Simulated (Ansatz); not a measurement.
Bi:
```cif
data_Bi6
_chemical_formula_sum 'Bi6'
_space_group_name_H-M_alt 'R-3m :H'
_space_group_IT_number 166
_space_group_name_Hall '-R 3 2"'
_cell_length_a 4.58304
_cell_length_b 4.58304
_cell_length_c 12.16544
_cell_angle_alpha 90.000
_cell_angle_beta 90.000
_cell_angle_gamma 120.000
loop_
_atom_site_label
_atom_site_type_symbol
_atom_site_symmetry_multiplicity
_atom_site_Wyckoff_symbol
_atom_site_fract_x
_atom_site_fract_y
_atom_site_fract_z
_atom_site_occupancy
Bi1 Bi 6 c 0.00000 0.00000 0.23366 1
```
(The calculation used a cell of 2 atoms; values per cell refer to that cell.)

Relaxed with PBE.

Problem. Which orbitals make up the states near the Fermi level in the program Ansatz at the PBE level (PAW)?

Solution. Within 0.5 eV of the Fermi level: Bi 6p 89 %, Bi 6s 9 %. Projections are on Löwdin-orthogonalised atomic valence shells; empty p or d shells of many metals are not among them.

Problem. Tabulate the density of states.

Solution. States/eV per cell of 2 atoms, in 0.25 eV bins, energy from the Fermi level.

```csv
E (eV),total,Bi 6p,Bi 6s
-7.85,0.08,0.00,0.08
-7.60,0.00,0.00,0.00
-7.35,0.00,0.00,0.00
-7.10,0.00,0.00,0.00
-6.85,0.00,0.00,0.00
-6.60,0.00,0.00,0.00
-6.35,0.00,0.00,0.00
-6.10,0.00,0.00,0.00
-5.85,0.00,0.00,0.00
-5.60,0.00,0.00,0.00
-5.35,0.00,0.00,0.00
-5.10,0.00,0.00,0.00
-4.85,0.00,0.00,0.00
-4.60,0.00,0.00,0.00
-4.35,0.33,0.33,0.01
-4.10,0.69,0.68,0.01
-3.85,0.95,0.93,0.01
-3.60,0.99,0.96,0.02
-3.35,1.14,1.11,0.03
-3.10,1.34,1.30,0.03
-2.85,1.71,1.66,0.05
-2.60,1.84,1.77,0.05
-2.35,1.86,1.78,0.06
-2.10,1.85,1.76,0.07
-1.85,1.85,1.75,0.08
-1.60,1.94,1.83,0.08
-1.35,1.84,1.73,0.09
-1.10,1.78,1.67,0.09
-0.85,1.65,1.53,0.10
-0.60,1.17,1.07,0.08
-0.35,0.79,0.71,0.06
-0.10,0.27,0.24,0.02
0.15,0.14,0.12,0.01
0.40,0.59,0.52,0.05
0.65,1.52,1.36,0.11
0.90,1.62,1.46,0.11
1.15,1.30,1.19,0.07
1.40,1.30,1.19,0.06
1.65,1.27,1.16,0.05
1.90,1.27,1.16,0.05
2.15,1.31,1.20,0.04
2.40,1.56,1.35,0.04
2.65,1.93,1.54,0.04
2.90,1.32,1.18,0.02
3.15,1.23,1.11,0.02
3.40,1.38,1.17,0.02
3.65,1.54,1.19,0.02
3.90,1.12,0.90,0.01
4.15,0.89,0.73,0.01
4.40,1.04,0.66,0.01
4.65,1.77,0.70,0.01
```

The cell was relaxed with PBE under the symmetry of its start. Spin–orbit coupling is left out wherever it is not named.

Potentials: the earlier of the program's two PAW sets.
